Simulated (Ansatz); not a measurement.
TiSi2:
```cif
data_Si16Ti8
_chemical_formula_sum 'Ti8 Si16'
_space_group_name_H-M_alt 'Fddd :1'
_space_group_IT_number 70
_space_group_name_Hall 'F 2 2 -1d'
_cell_length_a 4.75611
_cell_length_b 8.17682
_cell_length_c 8.50772
_cell_angle_alpha 90.000
_cell_angle_beta 90.000
_cell_angle_gamma 90.000
loop_
_atom_site_label
_atom_site_type_symbol
_atom_site_symmetry_multiplicity
_atom_site_Wyckoff_symbol
_atom_site_fract_x
_atom_site_fract_y
_atom_site_fract_z
_atom_site_occupancy
Ti1 Ti 8 b 0.50000 0.50000 0.50000 1
Si1 Si 16 f 0.00000 0.16334 0.00000 1
```
(The calculation used a cell of 6 atoms; values per cell refer to that cell.)

Relaxed at zero pressure with DFT-PBEsol in the program Ansatz with PAW potentials.

The volume is raised by 3 % and shape and atoms relax at that volume. What pressure results, and how do the axes share the change?

-4.2 GPa; a 1.0 %, b 1.2 %, c 0.7 %; the energy rises by 6 meV/atom.

Give the new structure.


Space group Fddd, origin choice 1 (No. 70); a = 4.806 Å, b = 8.273 Å, c = 8.571 Å, α = 90.00°, β = 90.00°, γ = 90.00°

```
atom  site  symmetry       x       y       z
----  ----  --------  ------  ------  ------
Ti      8b       222  0.5000  0.5000  0.5000
Si     16f       .2.  0.0000  0.1632  0.0000
```

The phase is kept; no other phase was compared at this pressure.

The cell was relaxed with PBEsol under the symmetry of its start; of distortions, only those at the zone centre were tested. The run is not spin-polarised.

Potentials: the earlier of the program's two PAW sets.
